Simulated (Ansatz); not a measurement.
The cell is COD entry 1537623, as deposited and not checked against the literature; nothing was relaxed.

Input and log of a run on Pb: DFT, PBEsol, all-electron LAPW, scalar-relativistic (Ansatz 0.2.0).

Command: `ansatz run input.yaml --threads 1 --pin off --max-ram 3072MiB --backend cpu --events-out ev --progress --plain --runs-dir out` The run took 29 s on 1 thread of Intel(R) Xeon(R) Platinum 8488C (Sapphire Rapids), on a shared host, peak memory 0.48 GiB.

```yaml
crystal:
  lattice:
    - [3.4800006906, 0.0, 0.0]
    - [-1.7400003453, 3.0137690032, 0.0]
    - [0.0, 0.0, 5.59]
  atoms:
    - { symbol: Pb, position: [0.3333333333, 0.6666666667, 0.25] }
    - { symbol: Pb, position: [0.6666666667, 0.3333333333, 0.75] }
kpoints:
  mp_grid: { grid: [12, 12, 7] }
  band_path:
    path:
      - [0.0, 0.0, 0.0]
      - [0.5, 0.0, 0.0]
      - [0.3333333333, 0.3333333333, 0.0]
      - [0.0, 0.0, 0.0]
      - [0.0, 0.0, 0.5]
      - [0.5, 0.0, 0.5]
      - [0.3333333333, 0.3333333333, 0.5]
      - [0.0, 0.0, 0.5]
      - [0.5, 0.0, 0.5]
    npoints: 14
scf:
  occupations: { method: fermi_dirac, width: 0.05 }
hamiltonian:
  xc: pbesol
  pseudopotentials: { kind: all_electron, lapw: { basis_error: 0.0005 } }
output:
  forces: true
  stress: true
  eigenvalues: true
  populations: true
  dos: { projected: true, de: 0.2, e_range: [-14, 8] }
```

The log:

```
Pb: projections on atomic orbitals take those of the free atom 1s2 2s2 2p6 3s2 3p6 3d10 4s2 4p6 4d10 4f14 5s2 5p6 5d10 6s2 6p2, of charge +0.00 (hamiltonian.pseudopotentials.projection_atoms)
LAPW: plane waves up to 6.762 Å⁻¹, error target 5.0e-4 eV per atom; small_component_spin mean_spin; Pb in spheres of 1.721 Å, 36 of its electrons in bands, Dirac shells []
Engine: ansatz 0.2.0
Pseudopotentials: kind: all_electron
Pseudopotential: Pb, LAPW, valence charge 36, Koelling and Harmon's equation, gaussian nucleus
Functional definition: PBEsol
  exchange = pbesol_x
  correlation = pbesol_c
Crystal: 2 atoms, lattice volume = 58.627 Å³
Basis set: ecut = 174.2009413031778 eV, 313 PW (Γ), exchange–correlation at level 2
Bands: 44, of which v1, the nominal top of the filled ones, is band 36 counted from 1 (35 counted from 0)
Symmetry: 24 space group operations
Space group: P63/mmc (ITA 194), of the structure as read, at distance tolerance 3.9e-5 Å
k-points: 76 of 1008
Non-local potential: Pb, projectors of the file, none
Initial density: superposition of atomic densities (chi_scale 0.1, normalization cell)
Initial wavefunctions: plane waves of lowest kinetic energy (no species holds an atomic orbital)
Functional: x = pbesol(κ = 0.804, μ = 0.12345679012345678), c = pbesol(β = 0.046)
iter 1 solved again at ethr=7.89e-6 eV; its pass at ethr=1.00e-1 eV (dr2=5.68e-3 eV) is discarded
SCF iter   1: F=—  HF=-1135830.318974 eV  |F-HF|=—  |Δ(HF+E_count)|=         —  Δρ=3.58e-3  dr2=5.73e-3  ethr=7.89e-6  ⟨swp⟩=3.8  Hψ=22122  notcnv=0
preconditioner: auto → LDOS  [metal: Δε(μ)=0.015 eV  Ē_g=19.848 eV  σ=0.050 eV  W_gap=0.08  n_scr=22 (ndim 8)  ℏωp=25.7 eV  f_vac=0.021  D(μ)=1.44/eV (n_scr^D=8)  β→1.0]
SCF iter   2: F=—  HF=-1135830.306964 eV  |F-HF|=—  |Δ(HF+E_count)|=   1.20e-2  Δρ=1.26e-3  dr2=6.10e-4  ethr=7.89e-6  ⟨swp⟩=3.0  Hψ=10441  notcnv=0
SCF iter   3: F=—  HF=-1135830.288174 eV  |F-HF|=—  |Δ(HF+E_count)|=   1.88e-2  Δρ=8.24e-4  dr2=2.92e-4  ethr=8.48e-7  ⟨swp⟩=3.0  Hψ=10582  notcnv=0
SCF iter   4: F=—  HF=-1135830.287159 eV  |F-HF|=—  |Δ(HF+E_count)|=   1.02e-3  Δρ=3.09e-4  dr2=4.14e-5  ethr=4.05e-7  ⟨swp⟩=2.0  Hψ=9820  notcnv=0
iter 5 solved again at ethr=4.39e-9 eV; its pass at ethr=5.76e-8 eV (dr2=3.16e-6 eV) is discarded
SCF iter   5: F=—  HF=-1135830.287143 eV  |F-HF|=—  |Δ(HF+E_count)|=   1.53e-5  Δρ=8.49e-5  dr2=3.15e-6  ethr=4.39e-9  ⟨swp⟩=2.0  Hψ=16600  notcnv=0
SCF iter   6: F=-1135830.287146 eV  HF=-1135830.287146 eV  |F-HF|=3.45e-8  |Δ(HF+E_count)|=   2.77e-6  Δρ=9.57e-6  dr2=4.24e-8  ethr=4.38e-9  ⟨swp⟩=2.0  Hψ=9821  notcnv=0
SCF 1 converged in 6 iterations: F = -1135830.287146 eV  dr2 = 4.24e-8
NSCF: frozen V_eff on 113 k-points
SCF converged after 6 iterations
Free energy (F): -1135830.287146 eV
Harris-Foulkes:  -1135830.287146 eV  (|F-HF|=3.45e-8)
Internal energy: -1135830.275791 eV  (E = F + TS)
E sigma→0 (E₀):  -1135830.281468 eV
Entropy (-TS):   -0.011355 eV (-5.678 meV/atom)
Fermi energy:    16.125648 eV
--- Per-component energies (eV) ---
  E_band       = -4355.821125
  E_kinetic    = 1309464.734627
  E_xc         = -20855.843501
  E_electrostatic = -2424439.166916  (all electrons and nuclei)
  E_smearing   = -0.011355  (= −TS)
  E_closure    = 0.000000  (closes the sum)
  E_atoms      = -1135822.357311  (free atoms, spherical and without spin; not in F)
  Σ components = -1135830.287146   (vs F -1135830.287146, Δ=0.00e0)
  Basis errors (estimates in eV, not in F): energy 9.2e-5 per atom: plane waves 9.0e-5 (6.4e-5 summed), levels above the bands 3.0e-99, relativity 4.9e-9, radial functions 1.9e-6, core shells 1.8e-9; eigenvalues (radial functions only) 1.4e-5; not estimated: angular momenta, meshes, grids; target (lapw.basis_error) 5.0e-4; muffin-tin radii Pb 1.721 Å
--- Forces (eV/Å), atoms counted from 1 ---
  atom   1  Pb     0.00000000    -0.00000000     0.00000000
  atom   2  Pb    -0.00000000     0.00000000     0.00000000
  max |Σ_I F_I| component: 2.89e-19 eV/Å
--- Stress (GPa, compression-positive) ---
        0.862877       0.000000       0.000000
       -0.000000       0.862877       0.000000
        0.000000       0.000000       0.983217
  P = ⅓ Tr σ = 0.9030 GPa (9.030 kbar)
--- Band table (eV; the first three rows and the last of 76) ---
  k-point 0: bands = ["-123.4815", "-123.4814", "-112.5326", "-112.5326", "-112.5326", "-112.5326", "-112.5320", "-112.5320", "-112.5320", "-112.5320", "-112.5316", "-112.5316", "-112.5316", "-112.5316", "-112.5315", "-112.5315", "-65.2666", "-65.2632", "-65.2632", "-65.2625", "-65.2624", "-65.2624", "-0.9273", "-0.8784", "-0.8564", "-0.8564", "-0.8312", "-0.8312", "-0.7960", "-0.7960", "-0.5973", "-0.5973", "4.1550", "8.1436", "11.8015", "21.7091", "21.7091", "23.6202", "23.6202", "24.2857", "24.9034", "25.1621", "27.6312", "28.5278"]
  k-point 1: bands = ["-123.4815", "-123.4814", "-112.5326", "-112.5326", "-112.5326", "-112.5326", "-112.5320", "-112.5320", "-112.5320", "-112.5320", "-112.5316", "-112.5316", "-112.5316", "-112.5316", "-112.5315", "-112.5315", "-65.2664", "-65.2632", "-65.2632", "-65.2627", "-65.2625", "-65.2625", "-0.9234", "-0.8790", "-0.8682", "-0.8682", "-0.8373", "-0.8373", "-0.7731", "-0.7731", "-0.6023", "-0.6023", "4.2596", "7.6468", "12.5169", "21.7936", "21.7936", "22.9517", "23.5233", "23.5233", "24.9451", "25.2145", "27.2848", "28.2435"]
  k-point 2: bands = ["-123.4815", "-123.4814", "-112.5326", "-112.5326", "-112.5326", "-112.5326", "-112.5320", "-112.5320", "-112.5320", "-112.5320", "-112.5316", "-112.5316", "-112.5316", "-112.5316", "-112.5315", "-112.5315", "-65.2659", "-65.2632", "-65.2631", "-65.2631", "-65.2626", "-65.2626", "-0.9130", "-0.8818", "-0.8804", "-0.8804", "-0.8524", "-0.8524", "-0.7298", "-0.7298", "-0.6183", "-0.6183", "4.5741", "6.7175", "14.0989", "20.6319", "22.0371", "22.0371", "23.2448", "23.2448", "25.0679", "25.3389", "26.7812", "27.5428"]
  k-point 75: bands = ["-123.4814", "-123.4814", "-112.5326", "-112.5326", "-112.5326", "-112.5326", "-112.5320", "-112.5320", "-112.5320", "-112.5320", "-112.5316", "-112.5316", "-112.5316", "-112.5316", "-112.5315", "-112.5315", "-65.2657", "-65.2657", "-65.2649", "-65.2646", "-65.2634", "-65.2634", "-0.9275", "-0.9275", "-0.8452", "-0.7612", "-0.7356", "-0.7356", "-0.7297", "-0.7190", "-0.5917", "-0.5917", "9.0975", "9.0975", "13.5595", "13.5595", "14.2278", "14.9549", "21.1116", "21.1116", "24.4473", "25.7694", "25.7694", "26.2699"]
--- Löwdin populations: 2 sites ---
  site symbol       q [e]
     0     Pb     81.9778
     1     Pb     81.9778
  spilling = 0.000271 (of n_electrons = 164.000000)
```
